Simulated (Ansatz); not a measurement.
GaGe₁₆Si₁₅:
```cif
data_Ga2Ge32Si30
_chemical_formula_sum 'Ga2 Ge32 Si30'
_space_group_name_H-M_alt 'Cm'
_space_group_IT_number 8
_space_group_name_Hall 'C -2y'
_cell_length_a 11.22850
_cell_length_b 15.87415
_cell_length_c 9.71654
_cell_angle_alpha 90.000
_cell_angle_beta 125.280
_cell_angle_gamma 90.000
loop_
_atom_site_label
_atom_site_type_symbol
_atom_site_symmetry_multiplicity
_atom_site_Wyckoff_symbol
_atom_site_fract_x
_atom_site_fract_y
_atom_site_fract_z
_atom_site_occupancy
Ga1 Ga 2 a 0.24992 0.00000 0.24914 1
Ge1 Ge 4 b 0.49945 0.24977 0.74961 1
Ge2 Ge 2 a 0.25481 0.50000 0.25468 1
Ge3 Ge 2 a 0.49972 0.00000 0.00071 1
Ge4 Ge 4 b 0.37330 0.12808 0.00127 1
Ge5 Ge 4 b 0.12470 0.37413 0.49835 1
Ge6 Ge 4 b 0.37431 0.37599 0.99872 1
Ge7 Ge 4 b 0.12618 0.12461 0.50166 1
Ge8 Ge 2 a 0.49927 0.50000 0.75085 1
Ge9 Ge 4 b 0.25107 0.25021 0.25032 1
Ge10 Ge 2 a 0.49867 0.00000 0.74491 1
Si1 Si 4 b 0.25042 0.24954 0.49997 1
Si2 Si 2 a 0.00116 0.00000 0.00149 1
Si3 Si 4 b 0.37413 0.12469 0.25080 1
Si4 Si 4 b 0.12407 0.12532 0.75032 1
Si5 Si 4 b 0.37634 0.37505 0.25065 1
Si6 Si 4 b 0.12448 0.37470 0.74848 1
Si7 Si 4 b 0.00047 0.24891 0.00007 1
Si8 Si 2 a 0.24892 0.00000 0.49732 1
Si9 Si 2 a 0.24972 0.50000 0.50047 1
```
(The calculation used a cell of 32 atoms; values per cell refer to that cell.)

Relaxed with PBE.

Question: Which orbitals make up the states near the Fermi level in plane-wave PAW PBE (Ansatz code)?

Answer: Within 0.5 eV of the Fermi level: Si 3p 45 %, Ge 4p 45 %, Ga 4p 6 %. Projections are on Löwdin-orthogonalised atomic valence shells; empty p or d shells of many metals are not among them.

Question: Tabulate the density of states.

Answer: States/eV per cell of 32 atoms, in 0.25 eV bins, energy from the Fermi level.

| E (eV) | total | Ge 4p | Si 3p | Si 3s |
|---|---|---|---|---|
| -7.85 | 1.58 | 0.30 | 0.22 | 0.52 |
| -7.60 | 1.80 | 0.57 | 0.09 | 0.78 |
| -7.35 | 7.45 | 2.30 | 0.56 | 3.14 |
| -7.10 | 9.95 | 2.91 | 1.15 | 3.74 |
| -6.85 | 14.29 | 4.32 | 2.31 | 4.74 |
| -6.60 | 17.58 | 5.38 | 3.41 | 5.19 |
| -6.35 | 12.50 | 3.69 | 2.57 | 3.42 |
| -6.10 | 9.31 | 2.67 | 1.92 | 2.50 |
| -5.85 | 8.03 | 2.35 | 1.74 | 2.05 |
| -5.60 | 6.39 | 1.78 | 1.42 | 1.57 |
| -5.35 | 5.34 | 1.53 | 1.18 | 1.30 |
| -5.10 | 5.13 | 1.46 | 1.21 | 1.17 |
| -4.85 | 4.53 | 1.29 | 1.10 | 0.99 |
| -4.60 | 4.38 | 1.28 | 1.11 | 0.91 |
| -4.35 | 3.18 | 0.94 | 0.80 | 0.66 |
| -4.10 | 3.64 | 1.17 | 1.01 | 0.66 |
| -3.85 | 12.15 | 5.67 | 5.08 | 0.57 |
| -3.60 | 18.39 | 8.83 | 7.96 | 0.59 |
| -3.35 | 19.42 | 8.96 | 8.12 | 0.96 |
| -3.10 | 15.94 | 7.46 | 6.82 | 0.67 |
| -2.85 | 20.16 | 9.53 | 8.85 | 0.68 |
| -2.60 | 22.98 | 10.94 | 10.03 | 0.79 |
| -2.35 | 22.41 | 10.76 | 10.10 | 0.51 |
| -2.10 | 22.93 | 11.10 | 10.27 | 0.52 |
| -1.85 | 21.34 | 10.16 | 9.62 | 0.44 |
| -1.60 | 21.21 | 10.23 | 9.48 | 0.43 |
| -1.35 | 18.29 | 8.99 | 8.22 | 0.26 |
| -1.10 | 16.90 | 7.98 | 7.56 | 0.29 |
| -0.85 | 13.88 | 6.02 | 6.37 | 0.24 |
| -0.60 | 10.88 | 4.75 | 5.02 | 0.13 |
| -0.35 | 6.78 | 3.05 | 3.09 | 0.08 |
| -0.10 | 4.00 | 1.76 | 1.81 | 0.05 |
| 0.15 | 2.81 | 1.29 | 1.26 | 0.02 |
| 0.40 | 0.23 | 0.11 | 0.10 | 0.00 |
| 0.65 | 0.00 | 0.00 | 0.00 | 0.00 |
| 0.90 | 0.36 | 0.06 | 0.15 | 0.03 |
| 1.15 | 4.31 | 0.88 | 1.55 | 0.51 |
| 1.40 | 8.92 | 2.19 | 2.85 | 1.21 |
| 1.65 | 12.70 | 3.35 | 3.94 | 1.76 |
| 1.90 | 18.03 | 4.90 | 5.54 | 2.58 |
| 2.15 | 24.37 | 6.64 | 7.68 | 3.38 |
| 2.40 | 24.80 | 6.82 | 8.14 | 3.32 |
| 2.65 | 20.39 | 5.66 | 6.59 | 2.56 |
| 2.90 | 16.60 | 5.02 | 5.30 | 1.92 |
| 3.15 | 14.86 | 4.90 | 4.66 | 1.59 |
| 3.40 | 19.69 | 6.58 | 6.15 | 2.01 |
| 3.65 | 27.66 | 10.29 | 9.50 | 1.75 |
| 3.90 | 29.22 | 10.51 | 9.90 | 1.64 |
| 4.15 | 22.26 | 7.88 | 7.60 | 1.17 |
| 4.40 | 18.39 | 6.41 | 6.42 | 0.81 |
| 4.65 | 20.19 | 6.72 | 6.66 | 0.82 |

The start of the workflow was typed in or built on a structure type; neither database checked (COD, Materials Project) lists it. Its standing as an ambient phase is unchecked. The PBE relaxation kept the symmetry of its start; its stability against distortions is not shown here. Scalar-relativistic: spin–orbit coupling is off unless named, which matters more the heavier the elements.

Potentials: the later of the program's two PAW sets.
